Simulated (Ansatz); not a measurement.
BaTiO$_{3}$ (cubic perovskite, Pm-3m), r²SCAN (plane waves, PAW; program Ansatz), all energies at zero smearing, with the estimated change up to a 700 eV cutoff added, with one set of potentials and settings (totals compare only within such a set). Cell of 5 atoms (1 Ba, 1 Ti, 3 O): -10183.946 eV.

```json
[
 {"element": "Ba", "reference phase": "Im-3m, 1 atoms in the cell", "E (eV/atom)": "-5964.5974"},
 {"element": "Ti", "reference phase": "P6/mmm, 3 atoms in the cell", "E (eV/atom)": "-2504.3941"},
 {"element": "O", "reference phase": "C2/m, 4 atoms in the cell, spin-polarised", "E (eV/atom)": "-566.0346"}
]
```

Formation energy per atom, worked out: (-10183.946 − 1×(-5964.5974) − 1×(-2504.3941) − 3×(-566.0346))/5 = -3.370 eV/atom (-325 kJ per mol of atoms), at 0 K, without zero-point energy or fitted corrections.

This is a known high-temperature phase of the composition, computed here at zero pressure and temperature. The cell was relaxed with r²SCAN under the symmetry of its start. At this level the phase is dynamically unstable (imaginary phonons). No spin polarisation was allowed. The references are the lowest solids computed at this level, not always the standard phases (solids in place of the gases). Scalar-relativistic: spin–orbit coupling is off unless named, which matters more the heavier the elements.

Potentials: the earlier of the program's two PAW sets.
